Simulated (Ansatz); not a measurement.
Two Ansatz runs on SrTl

The geometry is COD entry 1540774, unchecked; take it as a test cell. It is an old determination, and later ones may differ.

First run: DFT, r2SCAN, PAW with Ansatz's default frozen-core files, scalar-relativistic (Ansatz 0.2.0).

Command: `ansatz run input.yaml --threads 1 --pin off --max-ram 2048MiB --backend cpu --events-out ev --progress --plain --runs-dir out` The run took 20 s on 1 thread of AMD EPYC 7R43 64-Core Processor (Zen 3) (shared host), peak memory 0.56 GiB.

```yaml
crystal:
  lattice:
    - [4.032, 0.0, 0.0]
    - [0.0, 4.032, 0.0]
    - [0.0, 0.0, 4.032]
  atoms:
    - { symbol: Sr, position: [0.0, 0.0, 0.0] }
    - { symbol: Tl, position: [0.5, 0.5, 0.5] }
kpoints:
  mp_grid: { grid: [8, 8, 8] }
scf:
  occupations: { method: fermi_dirac, width: 0.05 }
hamiltonian:
  xc: r2scan
  pseudopotentials: { kind: paw }
output:
  forces: true
  stress: true
  efg: { contact_densities: true }
relax:
  f_tol: 0.005
  max_steps: 80
  cell: {}
```

Result: converged; relaxed volume 33.538 Å³/atom; 20 SCF iterations in all.

Spin–orbit coupling is left out, though it moves levels of the heavy atoms by tenths of an eV or more.

The input is then changed:

```diff
@@ -8,5 +8,5 @@
     - { symbol: Tl, position: [0.5, 0.5, 0.5] }
 kpoints:
-  mp_grid: { grid: [8, 8, 8] }
+  mp_grid: { grid: [6, 6, 6] }
 scf:
   occupations: { method: fermi_dirac, width: 0.05 }
@@ -22,3 +22,5 @@
   max_steps: 80
   cell: {}
+basis:
+  ecutrho_ratio: 4
```

(1) What does the second run give?

Results:

(1) It converged; energy at zero smearing -8.9 meV/atom from the first run; relaxed volume 33.763 Å³/atom; 22 SCF iterations in all. Some of these settings are too coarse for converged properties.
